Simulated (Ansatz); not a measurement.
**All-electron card of Zr$_{2}$Cd**

```
Zr Cd
1.0
     0.00000    2.18834    6.99984
     2.18232    0.00000    6.99984
     2.18232    2.18834    0.00000
Zr Cd
2 1
Direct
  0.16884 0.16884 0.83116
  0.83116 0.83116 0.16884
  0.50000 0.50000 0.50000
```

Atom numbers follow the list: Zr1, Zr2, Cd3.

Structure from Materials Project entry mp-1018104 (possibly hypothetical), not relaxed further.

Levels of theory: DFT, LDA, all-electron LAPW, scalar-relativistic (Ansatz 0.2.0); DFT, LDA, PAW with Ansatz's default frozen-core files, scalar-relativistic (Ansatz 0.2.0).

For LAPW: a Γ-centred 11×11×11 k mesh, Fermi–Dirac smearing of 0.05 eV, basis error target 1 meV/atom, no spin polarisation. PAW takes a cutoff of 420 eV at this cell (files made with PBE, cores remade for this functional). The Ansatz runs share mesh, smearing and spin set-up. Values come from LAPW unless marked.

```yaml
Löwdin_charges_with_0.53_e_of_the_cell_spilling_out_of_the_atomic_basis_so_their_sizes_and_signs_hang_on_that_basis: Zr1 -0.18, Cd3 0.89 e
Band_gap: none at this level of theory (metallic, semimetallic, or a small gap that the functional closes)
Stress_xx_yy_zz_compression_positive: -6.60, -6.67, -6.40 GPa
Pressure_at_this_cell: -6.56 GPa
Volume_per_atom: 150.4 bohr³
```

(1) Give the computed value. Bader charges (from the PAW run).

(2) Give the computed value. Density of states at the Fermi level (0.2 eV bin).

Results:

(1) Zr1 +0.34, Cd3 -0.68 e.

(2) 2.56 states/eV per cell.
